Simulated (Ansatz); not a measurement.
Sn₃O₄:
```
Sn3O4
1.0
    7.69401     0.00000     0.00000
    0.00000     9.30378     0.00000
    0.00000     0.00000     3.23418
Sn O
6 8
Direct
  0.39464   0.31655   0.50000
  0.60536   0.68345   0.50000
  0.10536   0.81655   0.50000
  0.89464   0.18345   0.50000
  0.50000   0.00000   0.00000
  0.00000   0.50000   0.00000
  0.33212   0.17274   0.00000
  0.66788   0.82726   0.00000
  0.16788   0.67274   0.00000
  0.83212   0.32726   0.00000
  0.12222   0.39625   0.50000
  0.87778   0.60375   0.50000
  0.37778   0.89625   0.50000
  0.62222   0.10375   0.50000
```

This is the r²SCAN-relaxed structure. Tensor components refer to the Cartesian frame of this cell.

All from plane-wave PAW r²SCAN (Ansatz code), unless another level is named. Give the hole effective mass.

0.52, 0.89, 1.3 mₑ (principal values).

Predict the electron effective mass.

0.34, 0.42, 0.71 mₑ (principal values).

Next, the valence-band maximum?

on the T–Z line, 15 % of the way from T (k = 0.000, 0.427, -0.500 in fractions of the reciprocal vectors).

Next, the conduction-band minimum?

on the Γ–X line, 81 % of the way from Γ (k = 0.404, 0.000, 0.000 in fractions of the reciprocal vectors) (2 equivalent valleys).

Space group Pbam. The start of the workflow was typed in or built on a structure type; neither database checked (COD, Materials Project) lists it. Its standing as an ambient phase is unchecked. The cell was relaxed with r²SCAN under the symmetry of its start; its stability against distortions is not shown here. The volume moved by 33 % from the start of the relaxation. Spin–orbit coupling is left out wherever it is not named.

Potentials: the earlier of the program's two PAW sets.

Edges and masses are those of Kohn–Sham bands, whose gap is no quasiparticle gap.
